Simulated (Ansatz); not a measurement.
YN in space group I4_1md (No. 109; Y on 4a, N on 4a), PBE in the plane-wave PAW code Ansatz, all energies at zero smearing, with the estimated change up to a 700 eV cutoff added, with one set of potentials and settings (totals compare only within such a set). Cell of 4 atoms (2 Y, 2 N): -8470.056 eV.

```csv
element,reference phase,E (eV/atom)
Y,"P6_3/mmc, 2 atoms in the cell",-3848.6668
N,"Pa-3, 8 atoms in the cell",-384.0325
```

Formation energy per atom, worked out: (-8470.056 − 2×(-3848.6668) − 2×(-384.0325))/4 = -1.164 eV/atom (-112 kJ per mol of atoms), at 0 K, without zero-point energy or fitted corrections.

A made-up cell: these elements were put on the sites of a structure type; neither database checked (COD, Materials Project) lists it. COD files the formula under space group No. 225, so this cell is another polymorph or a model. Whether it is the stable phase at ambient conditions was not checked. The cell was relaxed with PBE under the symmetry of its start; whether a distortion lowers the energy is not shown. No spin polarisation was allowed. The references are the lowest solids computed at this level, not always the standard phases (solids in place of the gases).

Potentials: the later of the program's two PAW sets.
